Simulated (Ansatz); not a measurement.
Here is the system:

Mg2Rh:
```cif
data_Mg4Rh2
_chemical_formula_sum 'Mg4 Rh2'
_space_group_name_H-M_alt 'I4/mmm'
_space_group_IT_number 139
_space_group_name_Hall '-I 4 2'
_cell_length_a 3.13501
_cell_length_b 3.13501
_cell_length_c 9.86000
_cell_angle_alpha 90.000
_cell_angle_beta 90.000
_cell_angle_gamma 90.000
loop_
_atom_site_label
_atom_site_type_symbol
_atom_site_symmetry_multiplicity
_atom_site_Wyckoff_symbol
_atom_site_fract_x
_atom_site_fract_y
_atom_site_fract_z
_atom_site_occupancy
Mg1 Mg 4 e 0.00000 0.00000 0.35615 1
Rh1 Rh 2 a 0.00000 0.00000 0.00000 1
```
(The calculation used a cell of 3 atoms; values per cell refer to that cell.)

This is the LDA-relaxed structure.

Q: All from plane-wave PAW LDA (Ansatz code), unless another level is named. Give the density of states at the Fermi level.

A: 0.31 states/eV per atom (mean over ±0.08 eV).

Q: And the formation energy from the elements (no fitted shifts)?

A: -0.40 eV/atom.

The first step of the workflow began from a Materials Project structure, measured or hypothetical; the Crystallography Open Database copy checked does not list it. Its standing as an ambient phase is unchecked. The cell was relaxed with LDA under the symmetry of its start; whether a distortion lowers the energy is not shown. The run is not spin-polarised. The references are the lowest solids computed at this level, not always the standard phases. Scalar-relativistic: spin–orbit coupling is off unless named, which matters more the heavier the elements.

Potentials: the later of the program's two PAW sets.
